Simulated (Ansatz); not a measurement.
Below is a relaxed structure of Hf4Be. The cell was found from a structure generator's guess, not taken from experiment.

All numbers below come from DFT PBE, scalar-relativistic, plane waves, PAW in Ansatz. Cutoff 420 eV, Γ-centred mesh, Gaussian smearing, no spin polarisation.

```yaml
crystal:
  lattice:
    - [4.73092, 0.00000, 0.00000]
    - [0.00000, 4.73092, 0.00000]
    - [0.00000, 0.00000, 4.73092]
  atoms:
    - { symbol: Hf, position: [0.50000, 0.00000, 0.00000] }
    - { symbol: Hf, position: [0.00000, 0.50000, 0.00000] }
    - { symbol: Hf, position: [0.00000, 0.00000, 0.50000] }
    - { symbol: Hf, position: [0.50000, 0.50000, 0.50000] }
    - { symbol: Be, position: [0.00000, 0.00000, 0.00000] }
```

Energies over the elements count from the elements' standard structures at the same level, with no fitted energy shifts.

Problem. What space group does it have?

Solution. Pm-3m (No. 221). Conventional cell: a = 4.731 Å. Hf on a site of symmetry 4/mmm is surrounded by 2 Be at 2.37 Å and 12 Hf at 3.35 Å; Hf on a site of symmetry m-3m is surrounded by 12 Hf at 3.35 Å; Be has 6 Hf at 2.37 Å.

Problem. What is its formation energy per atom?

Solution. +0.42 eV/atom. The separate elements lie lower, so it is unstable against them.

Problem. Is it a metal?

Solution. Yes, bands cross the Fermi level on the 8×8×8 mesh.

The last run used an 8×8×8 mesh for its 5-atom cell and Gaussian smearing of 0.10 eV. Spin–orbit coupling, which can matter for Hf, is left out. The cell is a metal run without spin; a magnetic state may lie lower. A structure relaxed within its symmetry needn't be a true minimum.
